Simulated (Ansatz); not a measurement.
Ba3ZnN2O:
```
Ba3ZnN2O
1.0
    4.10737     0.00000     0.00000
    0.00000     4.10737     0.00000
    0.00000     0.00000     9.16674
Ba Zn N O
3 1 2 1
Direct
  0.00000   0.00000   0.21817
  0.00000   0.00000   0.78183
  0.50000   0.50000   0.50000
  0.50000   0.50000   0.00000
  0.50000   0.50000   0.80108
  0.50000   0.50000   0.19892
  0.00000   0.00000   0.50000
```

r²SCAN (plane waves, PAW; program Ansatz) gives a gap of 0.67 eV without spin–orbit coupling, maximum at A, minimum at A.

Task: What happens when spin–orbit coupling is switched on?

Result: The gap falls by 0.08 eV, to 0.59 eV; maximum at A, minimum at A.

Task: Give the electron effective mass with spin–orbit coupling.

Result: 0.30, 0.86, 0.86 mₑ (principal values).

Task: Give the hole effective mass with spin–orbit coupling.

Result: 0.67, 0.67, 0.88 mₑ (principal values).

Space group P4/mmm. The first step of the workflow began from a Materials Project structure, measured or hypothetical; the Crystallography Open Database copy checked does not list it. Its standing as an ambient phase is unchecked. The r²SCAN relaxation kept the symmetry of its start; its stability against distortions is not shown here.

Potentials: the later of the program's two PAW sets.
